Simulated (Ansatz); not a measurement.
Generalised stacking fault of LiH (rock salt) on the {110} plane. The cell below holds the perfect crystal with the plane normal along z; tilting its third vector by the shift puts one fault into each cell, between planes 1.42 Å apart, at fixed cell height.

```xyz
6
Lattice="2.8323 0.0000 0.0000 0.0000 4.0054 0.0000 1.4161 2.0027 4.2484" Properties=species:S:1:pos:R:3 pbc="T T T"
H      1.1801     1.6689     3.5403
H      1.1801     1.6689     0.7081
H      2.5962     3.6716     2.1242
Li     1.1801     3.6716     3.5403
Li     1.1801     3.6716     0.7081
Li     2.5962     1.6689     2.1242
```

In-plane vectors a = (2.832, 0.000) Å, b = (0.000, 4.005) Å, area 11.34 Å². The shift is s times the vector b (length 4.005 Å), so s = 1 restores the start. The shift is rigid: no atom relaxes. γ = [E(shift) − E(0)] / area.

Computed with r2SCAN (plane waves to 500 eV, PAW, scalar-relativistic; Ansatz, a program for electronic structure). k mesh 10×10×10 (Γ-centred), Fermi-Dirac smearing 0.05 eV. Energies are extrapolated to zero smearing. Faults lie only 4.2 Å apart, and holding the cell height and the atoms raises γ above its relaxed value. LiH was relaxed with its symmetry unable to fall. The zero of γ is zero shift.

```tsv
s	γ (mJ/m²)
0.000	0
0.083	201
0.167	807
0.250	withheld
0.333	3036
0.417	4245
0.500	4818
0.583	4245
0.667	3036
0.750	withheld
0.833	807
0.917	201
```

**Question.** Fit a Fourier form (three harmonics of 1 − cos and sin) to the given rows and predict γ at s = 0.750.

**Answer.** Least squares on the 10 given rows: γ = (2339.6)·[1 − cos(2πs)] + (-320.3)·[1 − cos(4πs)] + (57.6)·[1 − cos(6πs)], in mJ/m²; root-mean-square residual 12.4 mJ/m². At 0.750 the fit gives 1757 mJ/m²; the calculation gives 1792 mJ/m², so the interpolation is off by -35 (-2.0 %). 

(The slope of γ gives the shear force per area between the displaced halves; near zero shift its curvature is an elastic stiffness.)
